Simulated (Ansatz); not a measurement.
Given:

ZrSiS:
```yaml
crystal:
  lattice:
    - [3.49780, 0.00000, 0.00000]
    - [0.00000, 3.49780, 0.00000]
    - [0.00000, 0.00000, 7.97355]
  atoms:
    - { symbol: Zr, position: [0.00000, 0.50000, 0.72853] }
    - { symbol: Zr, position: [0.50000, 0.00000, 0.27147] }
    - { symbol: Si, position: [0.00000, 0.00000, 0.00000] }
    - { symbol: Si, position: [0.50000, 0.50000, 0.00000] }
    - { symbol: S, position: [0.50000, 0.00000, 0.62021] }
    - { symbol: S, position: [0.00000, 0.50000, 0.37979] }
```

This is the LDA-relaxed structure.

Q: All from LDA in the plane-wave PAW code Ansatz, unless another level is named. Give the highest zone-centre frequency.

A: 366 cm^-1.

Q: What about the bulk modulus (Birch–Murnaghan fit)?

A: 147 GPa.

Space group P4/nmm. The workflow started from a Materials Project entry (that database holds measured and hypothetical structures alike); the Crystallography Open Database files this formula in space group No. 129, but the cells were not matched. Whether it is the stable phase at ambient conditions was not checked. The LDA relaxation kept the symmetry of its start; of distortions, only those at the zone centre were tested. No spin polarisation was allowed. As this level gives no gap, phonon frequencies hold no LO–TO term and depend on the k-mesh and smearing (Fermi–Dirac, 0.1 eV here).

Potentials: the later of the program's two PAW sets.
